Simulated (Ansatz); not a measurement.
Rh (fcc, Cu type)

```
Rh
1.0
    0.00000     1.90000     1.90000
    1.90000     0.00000     1.90000
    1.90000     1.90000     0.00000
Rh
1
Direct
  0.00000   0.00000   0.00000
```

The slice is a {111} plane (indices of the conventional cell) through the point (0.000, 0.000, 0.000) (fractional), spanned by u = [100] and v = [-1 2 0] in vectors of this cell: u (2.69 Å) and v (4.65 Å, at 90° to u). It covers one period; positions are fractions (u, v).

Level of theory: r2SCAN (plane waves to 500 eV, PAW, scalar-relativistic; Ansatz, a first-principles code). k mesh 21×21×21. Near the nuclei the fields are pseudised (PAW); where an atom keeps semicore shells as valence, they peak there. Rh is run without spin polarisation. Rh was relaxed with its symmetry unable to fall.

What is the valence density on the shortest Rh–Rh line in this plane (2.69 Å), at its midpoint?

0.37 e/Å³.

What is the ELF at the midpoint of the shortest Rh–Rh line in this plane (2.69 Å)?

0.27.

Sketch the electrostatic potential energy of an electron, from the cell's mean on this plane as a map.


```
|xxxxxxxxxx557755xxxxxxxx|
|xxxxxxxx0077997700xxxxxx|
|xxxxxxxx5588998855xxxxxx|
|xxxx005577999999775500xx|
|666677777766666666776666|
|9999775500xxxxxx00557799|
|998855xxxxxxxxxxxxxx5588|
|997700xxxxxxxxxxxxxx0077|
|7755xxxxxxxxxxxxxxxxxx55|
|7744xxxxxxxxxxxxxxxxxx44|
|7755xxxxxxxxxxxxxxxxxx55|
|997700xxxxxxxxxxxxxx0077|
|998855xxxxxxxxxxxxxx5588|
|9999775500xxxxxx00557799|
|666666776666666677777766|
|xxxx005577999999775500xx|
|xxxxxxxx5588998855xxxxxx|
|xxxxxxxx0077997700xxxxxx|
|xxxxxxxxxx557755xxxxxxxx|
|xxxxxxxxxx447744xxxxxxxx|
```
Scale: ten equal steps from 5.00 (start of '0') to 13.78 (end of '9'), in the order '0123456789'. Values: electrostatic potential energy of an electron, from the cell's mean, in eV. The map has 12 points along u (two characters each, u = 0 at the left) and 20 along v (v = 0 in the bottom row). Points within 1 Å of a nucleus are blanked (x), as the pseudised field means little there. Values under 5 eV are set to 5. The zero, the cell's mean, hangs on the PAW cores.
